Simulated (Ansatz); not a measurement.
Here is the system:

CdTe (rock salt, Fm-3m), a = 6.0834 Å, b = 6.0834 Å, c = 6.0834 Å, α = 90.00°, β = 90.00°, γ = 90.00°; the cell used has 2 atoms.

This is the r²SCAN-relaxed structure.

Problem. All from r²SCAN in the plane-wave PAW code Ansatz, unless another level is named. Predict the electronic character.

Solution. metallic (no gap).

Problem. And the formation energy from the elements (no fitted shifts)?

Solution. -0.40 eV/atom.

Problem. Next, the density of states at the Fermi level?

Solution. 0.37 states/eV per atom (mean over ±0.08 eV).

This is a known high-pressure phase of the composition, computed here at zero pressure and temperature. Symmetry was held in the r²SCAN relaxation; whether a distortion lowers the energy is not shown. The references are the lowest solids computed at this level, not always the standard phases. Scalar-relativistic: spin–orbit coupling is off unless named, which matters more the heavier the elements.

Potentials: the later of the program's two PAW sets.
